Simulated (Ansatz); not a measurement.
Input:

HfPt₃:
Space group Pm-3m (No. 221); a = b = c = 3.959 Å, α = β = γ = 90.00°

```tsv
atom	site	symmetry	x	y	z
Hf	1a	m-3m	0.0000	0.0000	0.0000
Pt	3c	4/mm.m	0.0000	0.5000	0.5000
```

This is the LDA-relaxed structure.

Problem. All from plane-wave PAW LDA (Ansatz code), unless another level is named. Give the Young's modulus.

Solution. 333 GPa.

Problem. And the highest zone-centre frequency?

Solution. 172 cm⁻¹.

The workflow started from a Materials Project entry (that database holds measured and hypothetical structures alike); the Crystallography Open Database copy checked does not list it. COD files the formula under space group No. 194. Whether it is the stable phase at ambient conditions was not checked. The LDA relaxation kept the symmetry of its start; its stability against distortions is not shown here. No spin polarisation was allowed. As this level gives no gap, phonon frequencies hold no LO–TO term and depend on the k-mesh and smearing (Fermi–Dirac, 0.1 eV here). Scalar-relativistic: spin–orbit coupling is off unless named, which matters more the heavier the elements.

Potentials: the later of the program's two PAW sets.
